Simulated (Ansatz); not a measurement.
Yb₃Si₅:
```xyz
8
Lattice="6.4147 0.0000 0.0000 -3.2073 5.5553 0.0000 0.0000 0.0000 4.1335" Properties=species:S:1:pos:R:3 pbc="T T T"
Yb    -2.0384     3.5307     0.0000
Yb     4.0769     0.0000     0.0000
Yb     1.1689     2.0246     0.0000
Si     3.2073     1.8518     2.0667
Si     0.0000     3.7035     2.0667
Si    -0.8144     1.4106     2.0667
Si     1.6288     0.0000     2.0667
Si     2.3929     4.1447     2.0667
```

Relaxed with PBEsol. Special points in fractions of this cell's reciprocal vectors: Γ (0.000, 0.000, 0.000); M (0.500, 0.000, 0.000); K (0.333, 0.333, 0.000); A (0.000, 0.000, 0.500); L (0.500, 0.000, 0.500); H (0.333, 0.333, 0.500).

Problem. List the band energies nearest the Fermi level at these points for plane-wave PAW PBEsol (Ansatz code).

Solution. In eV from the Fermi level; about four levels below and three above (degenerate sets whole), none deeper than 8.9 eV; points with the same levels are listed once.

```csv
k,below,above
Γ,-0.15 -0.15 -0.02 -0.02,0.58 1.67 2.47
M,-0.28 -0.27 -0.27 -0.26 -0.07,0.38 1.00 1.69
K,-0.28 -0.28 -0.19 -0.17,0.11 0.11 2.27 2.27
A,-0.30 -0.27 -0.27 -0.24,1.21 1.21 1.60 1.60
L,-0.30 -0.30 -0.28 -0.25 -0.11,1.32 1.43 2.48
H,-0.29 -0.29 -0.19 -0.19,1.19 1.24 1.24
```

Space group P-62m. The first step of the workflow began from a Materials Project structure, measured or hypothetical; the Crystallography Open Database copy checked does not list it. Its standing as an ambient phase is unchecked. The PBEsol relaxation kept the symmetry of its start; its stability against distortions is not shown here. No spin polarisation was allowed. The 4f shell is in the valence. No Hubbard U is applied. Spin–orbit coupling is left out wherever it is not named.

Potentials: the later of the program's two PAW sets.
